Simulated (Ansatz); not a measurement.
Si3W5:
```yaml
crystal:
  lattice:
    - [-4.79823, 4.79823, 2.46445]
    - [4.79823, -4.79823, 2.46445]
    - [4.79823, 4.79823, -2.46445]
  atoms:
    - { symbol: Si, position: [0.75000, 0.75000, 0.00000] }
    - { symbol: Si, position: [0.25000, 0.25000, 0.00000] }
    - { symbol: Si, position: [0.16804, 0.33196, 0.50000] }
    - { symbol: Si, position: [0.83196, 0.66804, 0.50000] }
    - { symbol: Si, position: [0.33196, 0.83196, 0.16391] }
    - { symbol: Si, position: [0.66804, 0.16804, 0.83609] }
    - { symbol: W, position: [0.77594, 0.92470, 0.70064] }
    - { symbol: W, position: [0.22406, 0.07530, 0.29936] }
    - { symbol: W, position: [0.92470, 0.22406, 0.14876] }
    - { symbol: W, position: [0.07530, 0.77594, 0.85124] }
    - { symbol: W, position: [0.72406, 0.42470, 0.14876] }
    - { symbol: W, position: [0.27594, 0.57530, 0.85124] }
    - { symbol: W, position: [0.57530, 0.72406, 0.29936] }
    - { symbol: W, position: [0.42470, 0.27594, 0.70064] }
    - { symbol: W, position: [0.75000, 0.25000, 0.50000] }
    - { symbol: W, position: [0.25000, 0.75000, 0.50000] }
```

Relaxed with PBEsol.

Problem. Map the valence electron density (e/Å³), cut off at 2 on the plane through (0.168, 0.332, 0.500) spanned by u = [1, 0, 1] and v = [0, 1, 1] in lattice vectors, from the program Ansatz at the PBEsol level (PAW).

Solution. x is the fraction of u, y of v (the angle between them is 90°; rows are the nearest grid lines); atoms in the plane: Si at (0.00, 0.00), Si at (0.66, 0.34), Si at (0.16, 0.50), Si at (0.50, 0.84), W at (0.61, 0.59), W at (0.06, 0.74), W at (0.76, 0.89), W at (0.91, 0.44), W at (0.56, 0.09), W at (0.11, 0.24).
```
y \ x   0.000  0.100  0.175  0.275  0.375  0.450  0.550  0.625  0.725  0.825  0.900   1.00
------  -----  -----  -----  -----  -----  -----  -----  -----  -----  -----  -----  -----
1.00    0.048  0.471  0.879   2.00  0.306  0.299   1.15  0.586  0.537  0.383  0.440  0.048
0.925   0.459  0.455   1.70   2.00  0.458  0.421  0.497  0.453   2.00   2.00  0.396  0.459
0.850   0.485  0.568  0.511  0.956  0.397  0.287  0.313  0.458   2.00   2.00  0.263  0.485
0.775    2.00   2.00  0.420  0.294  0.376  0.459  0.442  0.313  0.381  0.377  0.273   2.00
0.700    2.00   2.00  0.373  0.419  0.501  0.354  0.474  0.546  0.296  0.390  0.362   2.00
0.625   0.306  0.449  0.379  0.443  0.436  0.300   2.00   2.00  0.463  0.380  0.330  0.306
0.550   0.299  0.445  0.285  0.401  0.300  0.303   2.00   2.00  0.348  0.359  0.653  0.299
0.450    1.15  0.504  0.293  0.421   2.00   2.00  0.434  0.474  0.338   1.81   2.00   1.15
0.375   0.586  0.473  0.411  0.325   2.00   2.00  0.474  0.348  0.422  0.636   2.00  0.586
0.300   0.479   2.00   1.42  0.255  0.969  0.718  0.381  0.299  0.427  0.322  0.307  0.479
0.225   0.544   2.00   2.00  0.341  0.356  0.263  0.346  0.423  0.400  0.471  0.339  0.544
0.150   0.360   1.08  0.450  0.360  0.380  0.466   2.00   1.31  0.318  0.634  0.428  0.360
0.0750  0.434  0.355  0.254  0.388  0.297  0.582   2.00   2.00  0.282  0.348  0.417  0.434
0.000   0.048  0.471  0.879   2.00  0.306  0.299   1.15  0.586  0.537  0.383  0.440  0.048
```

The density is the valence pseudo-density with augmentation charge, so density and ELF within about 1 Å of a nucleus are not all-electron values.

Space group I4/mcm. The workflow started from a Materials Project entry (that database holds measured and hypothetical structures alike); the Crystallography Open Database copy checked does not list it. Whether it is the stable phase at ambient conditions was not checked. The cell was relaxed with PBEsol under the symmetry of its start; its stability against distortions is not shown here. The run is not spin-polarised. Scalar-relativistic: spin–orbit coupling is off unless named, which matters more the heavier the elements.

Potentials: the later of the program's two PAW sets.
